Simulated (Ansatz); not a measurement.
Relaxed GaN (zinc blende):

```
CELL_PARAMETERS angstrom
      0.00000     4.54850     4.54850
      2.27425     2.27425     4.54850
      2.27425     2.27425     0.00000
ATOMIC_POSITIONS crystal
  N  0.00000 0.75000 0.75000
  N  0.50000 0.75000 0.75000
  Ga 0.00000 0.00000 0.00000
  Ga 0.50000 0.00000 0.00000
```

The atoms are displaced by Q × the pattern below (from a DFPT mode at X = (0.5, 0.5, 0.0), largest move 1; Q in Å), at fixed cell. (q is in reciprocal vectors of the primitive cell; the cell shown is doubled to hold the pattern.)

```
atom      x      y       z
----  -----  -----  ------
N1    0.000  0.000  -1.000
N2    0.000  0.000   1.000
```

Atoms not listed stay in place.

The numbers are results of PBE (plane waves to 420 eV, PAW, scalar-relativistic; Ansatz, a program for electronic structure), not measurements. k mesh 12×12×12 (Γ-centred), Fermi-Dirac smearing 0.05 eV. Stress and pressure are positive under compression. GaN was relaxed with its symmetry unable to fall. 

```tsv
Q (Å)	P (GPa)
-0.180	4.56
-0.150	3.18
-0.120	(withheld)
-0.090	1.15
-0.060	(withheld)
-0.030	0.13
0.000	0.01
0.030	0.13
0.060	(withheld)
0.090	1.15
0.120	(withheld)
0.150	3.18
0.180	4.56
```

Problem. Fill in the missing entries.

Solution. 
- -0.120, P (GPa): 2.04
- -0.060, P (GPa): 0.52
- 0.060, P (GPa): 0.52
- 0.120, P (GPa): 2.04

(A displaced cell: forces are minus the slopes of the energy, force constants its curvatures, and phonons follow from these.)
